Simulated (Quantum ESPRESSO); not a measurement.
## Ga4O4FN (convergence and cost over cutoff and k mesh)

Computed values, not a measurement. The program is pw.x of Quantum ESPRESSO 7.5 (plane-wave density functional theory). The cell is made up: 10 atoms on a corundum lattice, with randomly drawn elements, strain and displacements, not relaxed. PseudoDojo standard norm-conserving files (v0.5 for PBE, v0.4.1 for LDA and PBEsol) set the functional; there is no spin polarisation, spin-orbit coupling or dispersion term, and the masses in the input are unused placeholders.

Input of the run in row 4:

```
&control calculation='scf', pseudo_dir='./dojo.nc.sr.pbe.v0_5.standard.upf', outdir='./o', disk_io='low', tprnfor=.true., tstress=.true. /
&system ibrav=0, nat=10, ntyp=4, nbnd=50, ecutwfc=84.00895049, nosym=.true., tot_charge=0,
 occupations='smearing', smearing='fd', degauss=0.0018374661
/
&electrons conv_thr=7.350e-09, electron_maxstep=60, /
ATOMIC_SPECIES
F 1.0 F.upf
Ga 1.0 Ga.upf
N 1.0 N.upf
O 1.0 O.upf
CELL_PARAMETERS angstrom
2.5076 1.4478 4.5031
-2.5076 1.4478 4.5031
0.0 -2.8955 4.5031
ATOMIC_POSITIONS angstrom
Ga -0.0086 0.0399 4.8919
Ga 0.0304 -0.1287 1.9905
Ga -0.0498 0.0299 8.6096
Ga -0.087 0.0775 11.3889
O -0.9552 1.3843 7.9346
O -0.7865 -1.6546 7.9468
O 1.8097 0.1148 7.9265
O 1.0483 -1.4557 5.6074
F 0.7233 1.537 5.4824
N -1.6253 -0.0801 5.657
K_POINTS automatic
5 5 5 1 1 1
```

The same cell was run at these settings. Meshes are shifted by half a step, and differences are from the last row, which is itself not exact.

```
cutoff (eV)     k mesh  k points solved  threshold (eV)  free energy less the last row's (eV)  pressure (GPa)  largest stress difference (GPa)  largest force difference (eV/Å)  iterations  wall time (s)  k-point pools          processor
        800  2 x 2 x 2                4           1e-04                                 4.308          -47.97                            65.86                            0.067           9             16              4  Intel Xeon, older
       1143  1 x 1 x 1                1           1e-07                                -1.496           14.36                             3.78                            0.402          13             28              4  Intel Xeon, older
        791  5 x 5 x 5               63           1e-07                                 4.991          -57.20                            74.50                            0.076          13            120              4  Intel Xeon, older
       1143  5 x 5 x 5               63           1e-07                                 0.003           17.25                             0.01                            0.001          13            209              4  Intel Xeon, older
       1437  7 x 7 x 7              172           1e-07                                 0.000           17.25                             0.00                            0.000          13           1170              4  Intel Xeon, older
```

Each pool is one process. Wall times include start-up and a band step at six k points, which weighs most on the coarsest meshes. The runs were on shared virtual cores whose load varied, so times are rough.